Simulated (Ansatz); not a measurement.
Zr (hcp type), DFT, LDA, all-electron PAW with datasets made for the crystal, scalar-relativistic (Ansatz 0.2.0), on 1 thread of Arm Neoverse V1 (shared host).

Command: `ansatz run input.yaml --threads 1 --pin off --max-ram 2048MiB --backend cpu --events-out ev --progress --plain --runs-dir out`

```yaml
crystal:
  lattice:
    - [2.8544553761, 0.0, 0.0]
    - [-1.427227688, 2.4720308697, 0.0]
    - [0.0, 0.0, 4.9416670538]
  atoms:
    - { symbol: Zr, position: [0.3333333333, 0.6666666667, 0.25] }
    - { symbol: Zr, position: [0.6666666667, 0.3333333333, 0.75] }
kpoints:
  mp_grid: { grid: [14, 14, 8] }
scf:
  occupations: { method: fermi_dirac, width: 0.1 }
hamiltonian:
  xc: lda
  pseudopotentials: { kind: all_electron, datasets: crystal }
output:
  forces: true
  stress: true
  eigenvalues: true
```

Q: How large is the problem that the program sets up?

A: 120 irreducible k-points, 301 plane waves at Γ, 21 bands.

Q: About how long does it take?

A: 13 s of wall time for 8 SCF iterations. Times on shared machines scatter by tens of per cent.
